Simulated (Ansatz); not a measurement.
**Structures of Cs₂Rb: which is lowest?**

Plane-wave DFT in Ansatz with scalar-relativistic PAW potentials, cutoff 420 eV, Γ-centred meshes chosen by cell and gap, Gaussian smearing with energies taken to zero width. Every cell was relaxed (cell and atoms) in a run of its own, within the symmetry of its start. Functional: PBE.

Relaxed structures (starts from databases or built by putting these elements on another compound's sites):
A. Fd-3m, 6 atoms in the computed cell, a = 13.925 Å; sites (symmetry × multiplicity) Cs .-3m × 16, Rb -43m × 8; start: built
B. R-3m, 3 atoms in the computed cell, a = 5.413 Å, c = 39.036 Å; sites (symmetry × multiplicity) Cs 3m × 6, Rb -3m × 3; start: built

**Question.** Rank them by energy. Could pressure change the order?

**Answer.**
| structure | group | E − E(lowest) (meV/atom) | V (Å³/atom) | gap on mesh (eV) |
| --- | --- | --- | --- | --- |
| B | R-3m | 0.0 | 110.06 | 0.00 |
| A | Fd-3m | 45 | 112.50 | 0.00 |

B is lowest, 45 meV/atom under A. The lowest is also the densest of these, so pressure wouldn't bring one of the others in at first order. Other structures may lie lower than all of these, and vibrations aren't counted.

Spin-orbit coupling is left out, which matters for the bands of heavy elements.